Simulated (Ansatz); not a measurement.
Suppose LiMnCl₃ takes space group Pm-3m (No. 221), with Li on 1b; Mn on 1a; Cl on 3d. The cell of LiMnCl₃ is invented: perovskite family, tilts a0a0a0 (A site Li; B site Mn; X site Cl).

The calculation used DFT PBE, scalar-relativistic, plane waves, PAW (Ansatz). Cutoff 420 eV, Γ-centred mesh, Gaussian smearing, collinear spin.

The zero of energy is the elements' standard structures at the same level (Cl₂ as a molecule); no fitted shifts are applied.

Q: Predict the relaxed structure.

A:

Space group Pm-3m (No. 221). a = 4.991 Å, b = 4.991 Å, c = 4.991 Å, α = 90.00°, β = 90.00°, γ = 90.00°
| atom | site | symmetry | x | y | z |
| --- | --- | --- | --- | --- | --- |
| Li | 1b | m-3m | 0.5000 | 0.5000 | 0.5000 |
| Mn | 1a | m-3m | 0.0000 | 0.0000 | 0.0000 |
| Cl | 3d | 4/mm.m | 0.5000 | 0.0000 | 0.0000 |

It has the cubic perovskite type. Around Li lie 12 Cl at 3.53 Å (long contacts); around Mn lie 6 Cl at 2.50 Å; around Cl lie 2 Mn at 2.50 Å, 4 Li at 3.53 Å and 8 Cl at 3.53 Å.

Q: Where does its energy lie, and is it a metal?

A: The formation energy is −1.145 eV/atom. The gap on the 6×6×6 mesh of the 5-atom cell is 0.91 eV. The net moment per atom is 1.00 μB and the moment by site is Mn 4.3 μB. A negative formation energy is needed for stability but isn't enough: competing phases decide.

The last run used collinear spin and Gaussian smearing of 0.02 eV. Kohn–Sham gaps at this level usually fall short of measured ones. No Hubbard U is applied to the 3d shell of Mn. Another magnetic order may lie lower. Symmetry constrained the relaxation, so the result can be a saddle point. Site moments count only spheres around the atoms; the net moment includes the space between them.
